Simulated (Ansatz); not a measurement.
Ag (fcc (Cu type), space group No. 225) under volume change, PBE+D3(BJ) (plane waves, PAW; program Ansatz), scaled uniformly.

```
V (Å³/atom)  E − E(relaxed) (meV/atom)  P (GPa)
-----------  -------------------------  -------
15.368                            58.0    13.58
15.875                            24.0     8.12
16.381                             5.6     3.66
16.888                             0.0     0.00
17.395                             4.9    -3.01
17.901                            18.4    -5.46
18.408                            39.0    -7.44
```

Question: What does a third-order Birch–Murnaghan fit give for V₀, B₀ and B′?

Answer: V₀ = 16.89 Å³/atom, B₀ = 110 GPa, B′ = 5.7.

Space group Fm-3m (fcc (Cu type)). Symmetry was held in the PBE+D3(BJ) relaxation. The run is not spin-polarised. The pairwise dispersion correction was not fitted to metals.

Potentials: the later of the program's two PAW sets.
